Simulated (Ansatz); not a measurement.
## C₈H₄FeN₆Pd, first-principles data

C8H4FeN6Pd:
```
CELL_PARAMETERS angstrom
      6.69107     0.00000     0.00000
      0.00000     7.09396     0.00000
      0.00000     0.00000     7.13838
ATOMIC_POSITIONS crystal
  Fe 0.00000 0.00000 0.00000
  Pd 0.00000 0.50000 0.50000
  N  0.00000 0.18885 0.18822
  C  0.00000 0.30314 0.30412
  N  0.00000 0.18885 0.81178
  C  0.00000 0.30314 0.69588
  N  0.00000 0.81115 0.18822
  C  0.00000 0.69686 0.30412
  N  0.00000 0.81115 0.81178
  C  0.00000 0.69686 0.69588
  N  0.70842 0.00000 0.00000
  N  0.29158 0.00000 0.00000
  C  0.60297 0.16086 0.00000
  H  0.68693 0.29073 0.00000
  C  0.60297 0.83914 0.00000
  H  0.68693 0.70927 0.00000
  C  0.39703 0.16086 0.00000
  H  0.31307 0.29073 0.00000
  C  0.39703 0.83914 0.00000
  H  0.31307 0.70927 0.00000
```

Space group Pmmm (No. 47); conventional cell a = 6.6911 Å, b = 7.0940 Å, c = 7.1384 Å, α = β = γ = 90.00°.

Method: DFT-r²SCAN+D4 in the program Ansatz with PAW potentials. The cell and atoms are relaxed at this level. Other levels are named where they apply.

**Cell and energy**

```
Item                                                         Result
-----------------------------------------------------  ------------
Volume per atom                                            16.94 Å³
Density                                                  1.70 g/cm³
Formation energy from the elements (no fitted shifts)  0.13 eV/atom
```

**Electronic structure**

```
Property                                                                                                                                      Value
----------------------------------------  ---------------------------------------------------------------------------------------------------------
Band gap                                                                                                                         1.52 eV (indirect)
Valence-band maximum                      on the R–T line, 4 % of the way from R (k = 0.479, -0.500, -0.500 in fractions of the reciprocal vectors)
Conduction-band minimum                                                       at Z (k = 0.000, 0.000, 0.500 in fractions of the reciprocal vectors)
Smallest direct gap on the standard path                                                                                                    1.57 eV
Electron effective mass                                                                                         0.49, 5.8, 18 mₑ (principal values)
HSE06 gap on the r²SCAN+D4 cell                                                                                                             2.72 eV
```

A made-up cell: these elements were put on the sites of a structure type; neither database checked (COD, Materials Project) lists it. Its standing as an ambient phase is unchecked. The r²SCAN+D4 relaxation kept the symmetry of its start; whether a distortion lowers the energy is not shown. The run is not spin-polarised. The references are the lowest solids computed at this level, not always the standard phases (solids in place of the gases). Scalar-relativistic: spin–orbit coupling is off unless named, which matters more the heavier the elements.

Potentials: the later of the program's two PAW sets.
